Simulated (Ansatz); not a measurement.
# HfB: stationary points along a deformation path

All numbers below come from DFT PBE, scalar-relativistic, plane waves, PAW (Ansatz 0.2.0). Settings: plane waves to 420 eV, k-mesh 20×20×20 (Γ-centred), Gaussian smearing 0.15 eV. Spin–orbit coupling is left out, which can shift energies with elements as heavy as these. No spin polarisation. Energies are free energies at this smearing, counted from the undisturbed cell; pressure is positive in compression.

The undisturbed cell (as given, not relaxed at this level; it stands at 29.8 GPa, and it needn't be the usual structure):

```yaml
crystal:
  lattice:
    - [0.00000, 2.31000, 2.31000]
    - [2.31000, 0.00000, 2.31000]
    - [2.31000, 2.31000, 0.00000]
  atoms:
    - { symbol: Hf, position: [0.50000, 0.50000, 0.50000] }
    - { symbol: B, position: [0.00000, 0.00000, 0.00000] }
```

At fixed volume and fractional coordinates, lengths along (0.577, 0.577, 0.577) are scaled against those across it; ρ is that ratio over its starting value. V = 12.326 Å³/atom. Δσ is the stress along the axis less the mean stress across it (compression positive).

```
    ρ  ΔE (meV/atom)  Δσ (GPa) space group
0.500          499.7      0.00        Pm-3m
0.600          350.7     20.18         R-3m
0.710          188.5     15.00         R-3m
0.850           69.3     13.32         R-3m
0.930           16.5      8.38         R-3m
1.000            0.0      0.00        Fm-3m
1.080           22.1    -11.45         R-3m
1.200          127.7    -26.96         R-3m
1.410          455.9    -53.31         R-3m
1.700         1007.1    -55.43         R-3m
2.000         1472.4    -68.26         R-3m
```

Problem. How does the stress give the slope of the energy, and where is the energy stationary?

Solution. Along the path d ln(length) is 2/3 d ln ρ on the axis and −1/3 d ln ρ across it, so dE/d ln ρ = −(2/3) V Δσ: the energy falls with ρ where Δσ is positive. Δσ vanishes or changes sign at ρ = 0.500 (Pm-3m, an end of the scan), at 499.7 meV/atom; at ρ = 1.000 (Fm-3m), a minimum at 0.0 meV/atom. Pairs of stationary points between two samples would go unseen, and could change a minimum read from distant neighbours into a maximum. At ρ = 0.500, 1.000 the cell is cubic, where symmetry alone makes the stress isotropic and the slope zero.

Problem. Which shear constant sets the curvature at ρ = 1?

Solution. For a cubic crystal E/V = (2/3) C (ln ρ)² with C = C44, so Δσ = −2C ln ρ. The parabola of Δσ against ln ρ through ρ = 0.930, 1 and 1.080 gives C ≈ 66 GPa with the ions clamped, rough because the steps are large. It is the stress–strain coefficient at this cell's pressure of 29.8 GPa, not the zero-pressure constant.

In a metal these slopes depend on the k mesh and the smearing.